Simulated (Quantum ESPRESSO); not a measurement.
Zn2SeS is modelled in the tetragonal space group P-4m2 (No. 115), Pearson symbol tP4. Lattice parameters: a = 3.8857 Å, b = 3.8857 Å, c = 5.4890 Å, α = 90.00°, β = 90.00°, γ = 90.00°. S on 1b is surrounded by 4 Zn at 2.338 Å (tetrahedral). Zn on 2g is surrounded by 2 S at 2.338 Å and 2 Se at 2.421 Å (tetrahedral). Se on 1d sees 4 Zn at 2.421 Å (tetrahedral). (Neighbours: up to the widest gap in distance over summed covalent radii, below 1.35, at either atom; cation-cation contacts left out.)

Cell and atoms were relaxed with PBEsol from Materials Project entry mp-1215430, within its symmetry.

What does PBEsol (pw.x of Quantum ESPRESSO, ONCV potentials, with spin-orbit coupling) give for the electronic structure near the Fermi level?

The PBEsol gap is direct, 1.47 eV at Γ. 

The structure is a Materials Project entry; no match was found in the copy of COD used, and its stability was not checked.
